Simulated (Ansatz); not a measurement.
Phonon dispersion of SmZn$_{3}$I$_{2}$

Theory: Ansatz, DFT PBE, scalar-relativistic, plane waves, PAW, and for the lanthanide a 4f-in-core norm-conserving potential. Settings: 690 eV plane-wave cutoff, Γ-centred 12×12×4 mesh, Gaussian smearing of 0.10 eV. No spin polarisation. Phonons by linear response, acoustic sum rule imposed.

Relaxed structure:
```xyz
6
Lattice="4.3554 0.0000 0.0000 -2.1777 3.7719 0.0000 0.0000 0.0000 11.5703" Properties=species:S:1:pos:R:3 pbc="T T T"
Sm    0.0000    0.0000    0.0000
Zn    0.0000    0.0000    5.7851
Zn    2.1777    1.2573    5.8031
Zn    0.0000    2.5146    5.7671
I     2.1777    1.2573    9.6390
I     0.0000    2.5146    1.9313
```

The cell was found from a structure generator's guess, not taken from experiment. In a metal, frequencies and elastic constants depend on the k mesh and the smearing, soft modes and shear constants most. Spin–orbit coupling is left out, which matters for heavy elements. The q mesh is coarse, so values between its points are rough.

Force constants from linear response on a 2×2×1 q mesh.

Path: Γ–M–K–Γ–A–L–H–A | L–M | H–K. Only the points of the 2×2×1 mesh were computed; the rest is interpolation, which is rough on so few points. At q = (0.000, -0.500, 0.000) a computed mode is imaginary, 23i cm⁻¹, so the cell is unstable at this level. Distance along the path (Å⁻¹), then the branches (cm⁻¹, negative for imaginary):
```
0.000  0 0 0 5 5 24 76 76 80 82 98 114 114 151 230 230 230 230
0.208  -7 17 19 22 28 59 76 76 77 79 93 113 115 148 207 209 244 248
0.416  -21 22 32 34 58 65 70 76 80 89 110 115 117 139 182 184 246 262
0.625  -24 -10 42 44 46 61 78 85 90 91 107 112 132 156 162 166 234 272
0.833  -23 12 22 44 50 58 80 88 92 105 107 124 124 130 155 206 206 275
0.953  -21 13 22 44 50 56 81 87 90 107 108 123 123 128 153 209 209 273
1.073  -12 16 24 43 50 51 82 85 88 109 110 122 122 125 148 216 216 265
1.194  17 21 27 38 42 52 84 84 87 112 112 121 123 123 139 226 226 253
1.314  27 27 31 31 34 52 84 84 85 113 113 117 127 127 128 236 236 236
1.554  -20 14 39 46 47 50 81 84 87 98 108 115 125 147 147 191 251 251
1.795  -24 22 31 41 63 64 65 77 82 87 109 117 134 136 175 175 256 256
2.035  -10 19 20 24 32 68 75 76 77 78 92 112 116 146 204 204 248 248
2.276  0 0 0 5 5 24 76 76 80 82 98 114 114 151 230 230 230 230
2.343  1 1 4 5 5 24 76 76 80 82 98 114 114 151 230 230 230 230
2.411  2 2 5 5 8 22 76 76 80 82 98 114 114 151 230 230 230 230
2.479  2 2 4 4 12 20 76 76 80 82 98 114 114 151 230 230 230 230
2.547  3 3 4 4 14 19 76 76 80 82 98 114 114 151 230 230 230 230
2.755  10 16 19 19 28 59 76 76 77 78 93 113 115 148 207 209 244 248
2.963  -21 22 31 34 58 65 70 76 80 89 110 116 116 139 182 184 246 262
3.172  -24 -10 42 44 46 61 78 85 90 91 107 112 132 156 162 166 234 272
3.380  -23 12 22 44 50 58 80 88 92 105 107 124 124 130 155 206 206 275
3.500  -21 13 22 44 50 56 81 87 90 107 108 123 123 128 153 209 209 273
3.620  -12 16 24 42 51 51 82 85 88 109 110 122 122 125 148 216 216 265
3.741  18 22 26 38 42 51 84 84 87 112 112 121 123 123 139 226 226 253
3.861  28 28 30 30 34 52 84 84 85 113 113 117 127 127 128 236 236 236
4.101  -20 14 39 46 47 50 81 84 87 98 108 115 125 147 147 191 251 251
4.342  -24 22 31 40 63 64 65 77 82 87 109 117 133 136 175 175 256 256
4.582  4 19 19 23 32 68 75 76 77 78 92 112 116 146 204 204 248 248
4.823  3 3 4 4 14 19 76 76 80 82 98 114 114 151 230 230 230 230
4.856  -23 12 22 44 50 58 80 88 92 105 107 124 124 130 155 206 206 275
4.924  -23 12 22 44 50 58 80 88 92 105 107 124 124 130 155 206 206 275
4.992  -23 12 22 44 50 58 80 88 92 105 107 124 124 130 155 206 206 275
5.060  -23 12 22 44 50 58 80 88 92 105 107 124 124 130 155 206 206 275
5.094  28 28 30 30 34 52 84 84 85 113 113 117 127 127 128 236 236 236
5.162  28 28 30 30 34 52 84 84 85 113 113 117 127 127 128 236 236 236
5.230  27 27 31 31 34 52 84 84 85 113 113 117 127 127 128 236 236 236
5.298  27 27 31 31 34 52 84 84 85 113 113 117 127 127 128 236 236 236
5.366  27 27 31 31 34 52 84 84 85 113 113 117 127 127 128 236 236 236
```

The lanthanide is trivalent by construction, without f bands, f moments or other valences.
